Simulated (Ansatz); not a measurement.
Computed with DFT PBE, scalar-relativistic, plane waves, PAW (Ansatz 0.2.0). Several structures of Nb2PdSe5 from a search were relaxed, and the powder pattern of one of them was computed from 10° to 70° in 2θ (λ = 1.5406 Å).

Cu Kα1 powder pattern (kinematic, no thermal factors).
2θ (°) (relative intensity): 14.28 (100), 15.49 (54), 20.30 (7), 24.11 (78), 26.31 (46), 27.27 (9), 28.79 (9), 30.09 (4), 31.28 (19), 31.71 (60), 37.38 (23), 38.00 (75), 38.76 (71), 38.92 (89), 40.79 (14), 41.27 (9), 41.35 (1), 43.78 (4), 43.96 (16), 44.41 (12), 45.51 (27), 46.81 (19), 47.71 (9), 48.36 (4), 49.38 (32), 50.01 (10), 50.76 (91), 52.07 (3), 52.75 (15), 54.37 (15), 54.79 (2), 58.92 (2), 59.34 (3), 59.62 (4), 59.88 (7), 62.55 (8), 63.96 (29), 64.74 (7), 64.94 (2), 65.26 (8), 66.25 (3), 68.10 (6), 68.23 (10), 68.62 (2), 69.16 (12), 69.27 (15), 69.90 (2)

Problem. Which structure gives it?
A.

```cif
data_structure
_symmetry_space_group_name_H-M 'I4/mmm'
_symmetry_Int_Tables_number 139
_cell_length_a 4.6666
_cell_length_b 4.6666
_cell_length_c 13.4367
_cell_angle_alpha 90.000
_cell_angle_beta 90.000
_cell_angle_gamma 90.000
_cell_volume 292.62
loop_
_atom_site_label
_atom_site_type_symbol
_atom_site_symmetry_multiplicity
_atom_site_Wyckoff_symbol
_atom_site_fract_x
_atom_site_fract_y
_atom_site_fract_z
_atom_site_occupancy
Nb1 Nb 4 e 0.50000 0.50000 0.25433 1
Pd1 Pd 2 a 0.00000 0.00000 0.00000 1
Se1 Se 2 b 0.50000 0.50000 0.00000 1
Se2 Se 8 g 0.00000 0.50000 0.35912 1
```

B.

```cif
data_structure
_symmetry_space_group_name_H-M 'P31m'
_symmetry_Int_Tables_number 157
_cell_length_a 6.8862
_cell_length_b 6.8862
_cell_length_c 7.0620
_cell_angle_alpha 90.000
_cell_angle_beta 90.000
_cell_angle_gamma 120.000
_cell_volume 290.01
loop_
_atom_site_label
_atom_site_type_symbol
_atom_site_symmetry_multiplicity
_atom_site_Wyckoff_symbol
_atom_site_fract_x
_atom_site_fract_y
_atom_site_fract_z
_atom_site_occupancy
Nb1 Nb 2 b 0.33333 0.66667 0.75670 1
Pd1 Pd 1 a 0.00000 0.00000 0.78715 1
Se1 Se 2 b 0.33333 0.66667 0.43285 1
Se2 Se 3 c 0.33770 0.00000 0.90350 1
```

C.

```cif
data_structure
_symmetry_space_group_name_H-M 'Immm'
_symmetry_Int_Tables_number 71
_cell_length_a 4.7319
_cell_length_b 7.3765
_cell_length_c 11.4282
_cell_angle_alpha 90.000
_cell_angle_beta 90.000
_cell_angle_gamma 90.000
_cell_volume 398.90
loop_
_atom_site_label
_atom_site_type_symbol
_atom_site_symmetry_multiplicity
_atom_site_Wyckoff_symbol
_atom_site_fract_x
_atom_site_fract_y
_atom_site_fract_z
_atom_site_occupancy
Nb1 Nb 4 i 0.50000 0.50000 0.86993 1
Pd1 Pd 2 d 0.00000 0.50000 0.00000 1
Se1 Se 4 h 0.50000 0.22448 0.00000 1
Se2 Se 4 j 0.00000 0.50000 0.78358 1
Se3 Se 2 a 0.00000 0.00000 0.00000 1
```

Solution. C. Its strongest line, at 2θ = 14.28°, has d = λ/(2 sin θ) = 6.197 Å and is the (0 1 1) reflection of the conventional Immm cell with a = 4.732 Å, b = 7.376 Å, c = 11.428 Å. The others have their strongest lines at 12.5° (P31m); 38.2° (I4/mmm). In energy it lies 116 meV/atom above the lowest of those shown.

These are computed cells and needn't be stable.
